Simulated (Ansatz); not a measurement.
Pt: energy along a strain

Pt, P6_3/mmc, a = 2.761 Å, c = 4.792 Å (as given, not relaxed at this level: -10.8 GPa). This isn't the element's structure at ambient conditions. Ansatz: PBEsol, PAW, 420 eV, Γ-centred 18×18×10 mesh on 2 atoms, Gaussian smearing 0.15 eV; no spin polarisation. Cell vectors (Å): 2.761 0.000 0.000; -1.380 2.391 0.000; 0.000 0.000 4.792. The cell is strained by x per cent times the pattern (1 1 0 0 0 0) in the order xx yy zz yz xz xy (engineering shears), with fractional coordinates held. y is the free energy over the start, V0 = 15.815 Å³/atom. Points with a strain past 8.5 % were computed too (3) and aren't used here.

| x (%) | y (meV/atom) |
| --- | --- |
| -7.50 | 282.74 |
| -5.00 | 67.48 |
| -2.50 | -14.77 |
| 0.00 | 0.00 |
| 2.50 | 84.00 |
| 5.00 | 215.93 |
| 7.50 | ? |

Question: Fit y = c1 x + c2 x² + c3 x³ to the other rows, get the stiffness along the pattern, and predict the missing energy.

Answer: Least squares on the rows shown. y = 22.269 x + 5.6859 x² − 0.30655 x³. The clamped-ion stiffness p·C·p = 2 × 56.86 eV × 160.2 / 15.815 Å³ = 1152 GPa (second derivative at the start, which stands under stress). At x = 7.50 the fit asked for gives 357.52 meV/atom. The run gave 379.78 meV/atom, so the fit is 22.26 meV/atom too low, 5.6 % of the span of the series, against an rms of 1.40 meV/atom on the fitted rows. The row lies outside the fitted range. With a term in x⁴ added, a fit to the same known rows predicts 382.22 meV/atom, so most of the miss is curvature that the known rows already hold.

Spin–orbit coupling is left out, which can shift energies with elements as heavy as these.